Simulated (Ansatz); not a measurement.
## Mn₂ZnP₂: reading a single point

```yaml
crystal:
  lattice:
    - [3.94073, 0.00000, 0.00000]
    - [-1.97036, 3.41277, 0.00000]
    - [0.00000, 0.00000, 6.31823]
  atoms:
    - { symbol: Mn, position: [0.33330, 0.66670, 0.36944] }
    - { symbol: Mn, position: [0.66670, 0.33330, 0.63056] }
    - { symbol: P, position: [0.33330, 0.66670, 0.76793] }
    - { symbol: P, position: [0.66670, 0.33330, 0.23207] }
    - { symbol: Zn, position: [0.00000, 0.00000, 0.00000] }
```

Level: PBE, no spin polarisation; 420 eV; 10×10×6 Γ-centred mesh; fermi-dirac occupations (width 0.1 eV); Ansatz 0.2.0, fixed geometry.

Problem. Is there a gap?

Solution. It is a metal, with about 7.7 states/eV a cell as the mean within 0.25 eV of the Fermi level, mostly Mn d (90 %).

Problem. Give the Bader charges.

Solution. Bader charges in e: Mn +0.57, Zn +0.65, P -0.90. In the mean Zn gives up most and P takes most.

Problem. What does the stress say?

Solution. The pressure is -20.2 GPa (compression positive), so with the atoms held at these fractions the cell would first shrink; the forces are large, so a full relaxation may end otherwise. The principal stresses -22.5, -19.1, -19.1 GPa differ, so its shape would change too.

Problem. Is it stable against the elements?

Solution. 0.22 eV an atom against the elements' usual phases (free molecules for gases, crystals otherwise, with no correction for O₂ or N₂), so at this geometry it isn't bound against them. Relaxing would lower it.

Problem. Where is the largest force?

Solution. The largest is on P3 (and as large on other atoms): 2.58 eV/Å, components (0.00, 0.00, -2.58). It makes 69° with the line to a nearest neighbour, Mn2 at 2.43 Å.

Origin: a known structure type with other elements, at an estimated volume, so it need not be a known compound. Caveats: no spin polarisation, so a magnetic state may lie lower; atoms or cell far from equilibrium.
